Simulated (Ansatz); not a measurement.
# LiRh: course of a relaxation

Level of theory: DFT PBEsol, scalar-relativistic, plane waves, PAW (Ansatz 0.2.0). Settings: 420 eV cutoff, 18×18×10 k-mesh, Gaussian smearing of 0.10 eV, no spin polarisation.

What was changed: biaxial strain in the a-b plane, c and atoms relaxed: +4.0 %.

Input:

```yaml
crystal:
  lattice:
    - [2.730683748, 0.0, 0.0]
    - [-1.365341874, 2.3648414955, 0.0]
    - [0.0, 0.0, 4.2221721057]
  atoms:
    - { symbol: Li, position: [0.0, 0.0, 0.5] }
    - { symbol: Rh, position: [0.6666666667, 0.3333333333, 0.0] }
basis:
  ecutwfc: 420
kpoints:
  mp_grid: { grid: [18, 18, 10] }
hamiltonian:
  xc: pbesol
scf:
  occupations: { method: gaussian, width: 0.1 }
output:
  forces: true
  stress: true
  eigenvalues: true
relax:
  adjacent_minimum: "off"
  f_tol: 0.008
  max_steps: 40
  cell: { stress_tol: 0.05, fix: [a, b, gamma] }
```

F is the free energy. Steps run on the plane waves of an earlier cell, but the last one, and at times one on the way, on a freshly chosen basis, so a repeated geometry can differ a little in energy. The held parts of the cell keep their stress, so P needn't end at zero.

Steps:

```json
{"step": "1", "F − F(1) (eV)": "0.0000", "largest force component (eV/Å)": "0.000", "V (Å³/atom)": "13.633", "P (GPa)": "-8.04"}
{"step": "2", "F − F(1) (eV)": "-0.0017", "largest force component (eV/Å)": "0.000", "V (Å³/atom)": "13.780", "P (GPa)": "-8.72"}
{"step": "3", "F − F(1) (eV)": "-0.0017", "largest force component (eV/Å)": "0.000", "V (Å³/atom)": "13.789", "P (GPa)": "-8.77"}
{"step": "4", "F − F(1) (eV)": "-0.0017", "largest force component (eV/Å)": "0.000", "V (Å³/atom)": "13.789", "P (GPa)": "-8.77"}
```

Relaxed structure:

```yaml
crystal:
  lattice:
    - [2.73068, 0.00000, 0.00000]
    - [-1.36534, 2.36484, 0.00000]
    - [0.00000, 0.00000, 4.27068]
  atoms:
    - { symbol: Li, position: [0.00000, 0.00000, 0.50000] }
    - { symbol: Rh, position: [0.66667, 0.33333, 0.00000] }
```

It takes space group P-6m2 (No. 187, hexagonal). Conventional cell: a = 2.731 Å, b = 2.731 Å, c = 4.271 Å, α = 90.00°, β = 90.00°, γ = 120.00°. Li (site symmetry -6m2) has 6 Rh at 2.65 Å and 6 Li at 2.73 Å as nearest neighbours. Around Rh (site symmetry -6m2) lie 6 Li at 2.65 Å and 6 Rh at 2.73 Å.

The run converged. The run took about 14 core-seconds.